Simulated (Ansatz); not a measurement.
AlNi (CsCl type)

```xyz
2
Lattice="2.8631 0.0000 0.0000 0.0000 2.8631 0.0000 0.0000 0.0000 2.8631" Properties=species:S:1:pos:R:3 pbc="T T T"
Al     0.0000     0.0000     0.0000
Ni     1.4316     1.4316     1.4316
```

In each cell atom 1 (Al, nearest neighbour Ni at 2.480 Å; its periodic images, 2.9 Å or more away, move with it) moves by s·(1.000, 0.000, 0.000) (along Cartesian x), the rest being held.

Method: r2SCAN (plane waves to 500 eV, PAW, scalar-relativistic; Ansatz, an electronic-structure program). k mesh 13×13×13 (Γ-centred), Fermi-Dirac smearing 0.05 eV. Energies are smeared free energies. With partly filled bands, energies and forces of such displacements shift with the k mesh and the smearing. AlNi is run without spin polarisation. AlNi was relaxed with its symmetry unable to fall. The zero of ΔE is the undisplaced structure. The last digit holds for this mesh only.

| s (Å) | ΔE (meV/cell) |
|---|---|
| -0.740 | 1680.7 |
| -0.592 | 1109.6 |
| -0.444 | withheld |
| -0.296 | 283.1 |
| -0.148 | 70.8 |
| 0.000 | 0.0 |
| 0.148 | 70.8 |
| 0.296 | 283.1 |
| 0.444 | withheld |
| 0.592 | 1109.6 |
| 0.740 | 1680.7 |

### Question
Fit an even polynomial form (powers 2, 4, 6) to the given rows and predict ΔE at s = -0.444.

### Answer
Least squares on the 9 given rows: ΔE = (3236)·s² + (-12.94)·s⁴ + (-532.9)·s⁶, in meV/cell with s in Å; root-mean-square residual 0.05 meV/cell. At -0.444 the fit gives 633.3 meV/cell; the calculation gives 633.5 meV/cell, so the interpolation is off by -0.2 (-0.0 %). The quadratic term alone would give 637.9 meV/cell.

(For displaced atoms, the force is minus the slope of the energy, and its curvature is a force constant, which sets phonon frequencies.)
